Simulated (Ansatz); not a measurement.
ZnGaNO:
```yaml
crystal:
  lattice:
    - [3.22886, 0.00000, 0.00000]
    - [0.00000, 5.53151, 0.00000]
    - [0.00000, 0.00000, 5.22675]
  atoms:
    - { symbol: Zn, position: [0.50000, 0.17575, 0.49056] }
    - { symbol: Zn, position: [0.50000, 0.82425, 0.99056] }
    - { symbol: Ga, position: [0.00000, 0.34797, 0.00685] }
    - { symbol: Ga, position: [0.00000, 0.65203, 0.50685] }
    - { symbol: N, position: [0.00000, 0.33563, 0.36807] }
    - { symbol: N, position: [0.00000, 0.66437, 0.86807] }
    - { symbol: O, position: [0.50000, 0.17950, 0.88853] }
    - { symbol: O, position: [0.50000, 0.82050, 0.38853] }
```

Tensor components refer to the Cartesian frame of this cell.

Problem. Give the high-frequency dielectric tensor and the Born effective charge tensors of the independent atoms from DFPT, PBEsol (plane waves, PAW; program Ansatz).

Solution. 
ε∞:
```
6.12  0.00  0.00
0.00  5.66  0.00
0.00  0.00  5.87
```
Z* of atom 1 (Zn), rows: field, columns: displacement, in e:
```
 1.93   0.00   0.00
 0.00   2.24   0.02
 0.00  -0.12   2.03
```
Z* of atom 3 (Ga), rows: field, columns: displacement, in e:
```
 2.80   0.00   0.00
 0.00   2.39  -0.05
 0.00  -0.16   2.87
```
Z* of atom 5 (N), rows: field, columns: displacement, in e:
```
-2.15   0.00   0.00
 0.00  -2.18  -0.08
 0.00  -0.09  -2.56
```
Z* of atom 7 (O), rows: field, columns: displacement, in e:
```
-2.58   0.00   0.00
 0.00  -2.45  -0.04
 0.00  -0.13  -2.34
```

Space group Pmc2_1. The first step of the workflow began from a Materials Project structure, measured or hypothetical; the Crystallography Open Database copy checked does not list it. Its standing as an ambient phase is unchecked. The PBEsol relaxation kept the symmetry of its start; its stability against distortions is not shown here. Scalar-relativistic: spin–orbit coupling is off unless named, which matters more the heavier the elements.

Potentials: the later of the program's two PAW sets.
